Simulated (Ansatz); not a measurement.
A geometry of Ni away from equilibrium: the start of the relaxation of a generated cell, Ni built in the AFLOW prototype A_oC4_63_c (A20). All values below come from PBEsol (plane waves to 420 eV, PAW, scalar-relativistic; Ansatz, an electronic-structure program). Γ-centred k-mesh 15×15×8 on the run's cell (coarser than for final values), Fermi–Dirac smearing 0.05 eV.

```xyz
2
Lattice="1.1508 -2.3744 0.0000 1.1508 2.3744 0.0000 0.0000 0.0000 3.9904" Properties=species:S:1:pos:R:3 pbc="T T T"
Ni     1.1508    -1.8887     0.9976
Ni     1.1508     1.8887     2.9928
```
Spin-polarised start, with parallel moments on Ni.

**Question.** Which atoms carry the largest force, and which way does it point?

**Answer.** 1.29 eV/Å, on Ni1, Ni2 (atoms numbered as listed); on Ni1 its components are (0.00, 1.29, 0.00).

**Question.** What is the pressure?

**Answer.** -0.3 GPa, compression positive.

**Question.** How much energy per atom can still be gained by relaxing?

**Answer.** 0.27 eV/atom; the path ends in P6₃/mmc (No. 194) (hcp (Mg type)).

Spin state reached: ferromagnetic (net 0.63 μB/atom), from parallel starting moments; other spin orders were not run from this start.

The run could not lose the symmetry of its start, so the end can be a saddle point.

The end of the path is a generated cell of Ni: the first start was made by placing the elements on the sites of a structure type, and the end was not matched to a known phase here, so it may be hypothetical. Known forms of Ni include space group No. 225.
